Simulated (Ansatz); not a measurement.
A relaxation computed with Ansatz, from input to last step.

```yaml
crystal:
  lattice:
    - [3.7512703461, 0.0, 0.0]
    - [0.0, 3.7512703461, 0.0]
    - [0.0, 0.0, 3.7512703461]
  atoms:
    - { symbol: Zn, position: [0.0, 0.0, 0.0] }
    - { symbol: Os, position: [0.0, 0.5, 0.5] }
    - { symbol: Os, position: [0.5, 0.0, 0.5] }
    - { symbol: Os, position: [0.5, 0.5, 0.0] }
basis:
  ecutwfc: 420
kpoints:
  mp_grid: { grid: [4, 4, 4] }
hamiltonian:
  xc: pbe
scf:
  occupations: { method: gaussian, width: 0.1 }
  lower_state_search: "off"
output:
  forces: true
  stress: true
  eigenvalues: true
relax:
  adjacent_minimum: "off"
  f_tol: 0.04
  max_steps: 70
  cell: { stress_tol: 0.4 }
```

```bash
ansatz run input.yaml --threads 1 --pin off --max-ram 2560MiB --backend cpu --events-out ev --progress --plain --runs-dir out
```

The calculation used DFT PBE, scalar-relativistic, plane waves, PAW (Ansatz).

Of 5 frames 5 are shown, positions in Å and forces in eV/Å; the SCF threshold varies from step to step. Steps run on the plane waves of an earlier cell, with a Pulay correction in the pressure. The basis is chosen afresh for the last frame, the zero of the energies, and at times for earlier ones too; energy and pressure step there, also at an unchanged geometry.

```xyz
4
Lattice="3.7513 0.0000 0.0000 0.0000 3.7513 0.0000 0.0000 0.0000 3.7513" Properties=species:S:1:pos:R:3:forces:R:3 pbc="T T T" step=1 free_energy_over_end_meV_per_atom=101.46 pressure_GPa=29.90
Zn    0.0000    0.0000    0.0000    0.0000    0.0000    0.0000
Os    0.0000    1.8756    1.8756    0.0000    0.0000    0.0000
Os    1.8756    0.0000    1.8756    0.0000    0.0000    0.0000
Os    1.8756    1.8756    0.0000    0.0000    0.0000    0.0000
4
Lattice="3.9341 0.0000 0.0000 0.0000 3.9341 0.0000 0.0000 0.0000 3.9341" Properties=species:S:1:pos:R:3:forces:R:3 pbc="T T T" step=2 free_energy_over_end_meV_per_atom=41.37 pressure_GPa=-14.34
Zn    0.0000    0.0000    0.0000    0.0000    0.0000    0.0000
Os    0.0000    1.9671    1.9671    0.0000    0.0000    0.0000
Os    1.9671    0.0000    1.9671    0.0000    0.0000    0.0000
Os    1.9671    1.9671    0.0000    0.0000    0.0000    0.0000
4
Lattice="3.8710 0.0000 0.0000 0.0000 3.8710 0.0000 0.0000 0.0000 3.8710" Properties=species:S:1:pos:R:3:forces:R:3 pbc="T T T" step=3 free_energy_over_end_meV_per_atom=1.87 pressure_GPa=-2.41
Zn    0.0000    0.0000    0.0000    0.0000    0.0000    0.0000
Os    0.0000    1.9355    1.9355    0.0000    0.0000    0.0000
Os    1.9355    0.0000    1.9355    0.0000    0.0000    0.0000
Os    1.9355    1.9355    0.0000    0.0000    0.0000    0.0000
4
Lattice="3.8603 0.0000 0.0000 0.0000 3.8603 0.0000 0.0000 0.0000 3.8603" Properties=species:S:1:pos:R:3:forces:R:3 pbc="T T T" step=4 free_energy_over_end_meV_per_atom=0.83 pressure_GPa=-0.08
Zn    0.0000    0.0000    0.0000    0.0000    0.0000    0.0000
Os    0.0000    1.9301    1.9301    0.0000    0.0000    0.0000
Os    1.9301    0.0000    1.9301    0.0000    0.0000    0.0000
Os    1.9301    1.9301    0.0000    0.0000    0.0000    0.0000
4
Lattice="3.8603 0.0000 0.0000 0.0000 3.8603 0.0000 0.0000 0.0000 3.8603" Properties=species:S:1:pos:R:3:forces:R:3 pbc="T T T" step=5 free_energy_over_end_meV_per_atom=0.00 pressure_GPa=-0.10
Zn    0.0000    0.0000    0.0000    0.0000    0.0000    0.0000
Os    0.0000    1.9301    1.9301    0.0000    0.0000    0.0000
Os    1.9301    0.0000    1.9301    0.0000    0.0000    0.0000
Os    1.9301    1.9301    0.0000    0.0000    0.0000    0.0000
```

The start puts this composition into another compound's structure type, which needn't suit it. At the end the space group is Pm-3m (tolerance 0.05 Å).

It took 5.7 s on 1 thread of Arm Neoverse V2 (shared host), peak memory 0.32 GiB.

The k mesh is coarse. Spin–orbit coupling is left out, which can shift energies with elements as heavy as these.